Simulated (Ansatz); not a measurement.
Starting cell, TiC (rock salt):

```yaml
crystal:
  lattice:
    - [0.00000, 4.33303, 4.33303]
    - [2.16652, 0.00000, 2.16652]
    - [2.16652, 2.16652, 0.00000]
  atoms:
    - { symbol: C, position: [0.00000, 0.00000, 0.00000] }
    - { symbol: C, position: [0.50000, 0.00000, 0.00000] }
    - { symbol: Ti, position: [0.25000, 0.50000, 0.50000] }
    - { symbol: Ti, position: [0.75000, 0.50000, 0.50000] }
```

In each cell atom 3 (Ti, nearest neighbour C at 2.167 Å; its periodic images, 3.1 Å or more away, move with it) moves by s·(0.577, 0.577, 0.577) (along Cartesian [111]), the rest being held.

Calculation: PBE (plane waves to 420 eV, PAW, scalar-relativistic; Ansatz, a program for electronic structure). k mesh 15×15×15 (Γ-centred), Fermi-Dirac smearing 0.05 eV. E stands for the smeared free energy. With partly filled bands, energies and forces of such displacements shift with the k mesh and the smearing. TiC is run without spin polarisation. TiC was relaxed with its symmetry unable to fall. ΔE is measured from the undisplaced structure. The last digit holds for this mesh only.

| s (Å) | ΔE (meV/cell) |
|---|---|
| -0.430 | 1110.3 |
| -0.344 | 704.0 |
| -0.258 | withheld |
| -0.172 | 173.4 |
| -0.086 | 43.3 |
| 0.000 | 0.0 |
| 0.086 | 43.3 |
| 0.172 | 173.4 |
| 0.258 | withheld |
| 0.344 | 704.0 |
| 0.430 | 1110.3 |

### Question
Fit an even polynomial form (powers 2, 4, 6) to the given rows and predict ΔE at s = -0.258.

### Answer
Least squares on the 9 given rows: ΔE = (5831)·s² + (1104)·s⁴ + (-878.8)·s⁶, in meV/cell with s in Å; root-mean-square residual 0.06 meV/cell. At -0.258 the fit gives 392.8 meV/cell; the calculation gives 392.6 meV/cell, so the interpolation is off by 0.2 (+0.1 %). The quadratic term alone would give 388.1 meV/cell.

(For displaced atoms, the force is minus the slope of the energy, and its curvature is a force constant, which sets phonon frequencies.)
